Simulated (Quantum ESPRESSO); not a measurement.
LaOF is taken in the trigonal space group R-3m, hexagonal axes (No. 166), Pearson symbol hR6. Lattice parameters: a = 4.0423 Å, b = 4.0423 Å, c = 20.1777 Å, α = 90.00°, β = 90.00°, γ = 120.00°. O on 6c is surrounded by 4 La at 2.405–2.418 Å (tetrahedral). F on 6c sees 4 La at 2.577–2.598 Å (tetrahedral). La on 6c is coordinated by 4 O at 2.405–2.418 Å and 4 F at 2.577–2.598 Å. (Neighbours: up to the widest gap in distance over summed covalent radii, below 1.35, at either atom; cation-cation contacts left out.)
(The calculation used a cell of 6 atoms; values per cell refer to that cell.)

The geometry is that of Materials Project entry mp-8111, symmetrised and not relaxed again.

### Question
What does PBEsol (pw.x of Quantum ESPRESSO, ONCV potentials, scalar-relativistic) give for the electronic structure near the Fermi level?

### Answer
The PBEsol gap is direct, 4.20 eV at X. Another valence and conduction extremum on the path lies within 0.02 eV, too close to call. The 4f states are in the valence at their DFT position.
